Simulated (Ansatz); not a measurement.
TaSiAs (space group P4/nmm)

```yaml
crystal:
  lattice:
    - [3.50170, 0.00000, 0.00000]
    - [0.00000, 3.50170, 0.00000]
    - [0.00000, 0.00000, 7.87156]
  atoms:
    - { symbol: Ta, position: [0.50000, 0.00000, 0.25454] }
    - { symbol: Ta, position: [0.00000, 0.50000, 0.74546] }
    - { symbol: Si, position: [0.00000, 0.00000, 0.00000] }
    - { symbol: Si, position: [0.50000, 0.50000, 0.00000] }
    - { symbol: As, position: [0.50000, 0.00000, 0.61280] }
    - { symbol: As, position: [0.00000, 0.50000, 0.38720] }
```

Equation-of-state scan: isotropic scaling of the cell above, V₀ being its volume. The atoms relax within the cell's symmetry.

The numbers are results of r2SCAN (plane waves to 500 eV, PAW, scalar-relativistic; Ansatz, a quantum-chemistry and plane-wave program), not measurements. k mesh 13×13×6 (Γ-centred), Fermi-Dirac smearing 0.05 eV. The energy includes the smearing's −TS. Spin-orbit coupling is left out, though Ta is heavy. TaSiAs is run without spin polarisation. TaSiAs was relaxed with its symmetry unable to fall. The zero of ΔE is the relaxed starting cell.

Q: Give the computed ΔE (meV/atom) at V/V₀ = 0.840, 0.867, 0.973, 1.053, 1.080, 1.160.

A: 
| V/V₀ | ΔE (meV/atom) |
|---|---|
| 0.840 | 297 |
| 0.867 | 195 |
| 0.973 | 6 |
| 1.053 | 22 |
| 1.080 | 47 |
| 1.160 | 162 |

(Under strain, the slope of the energy per volume gives the stress and its curvature an elastic modulus.)
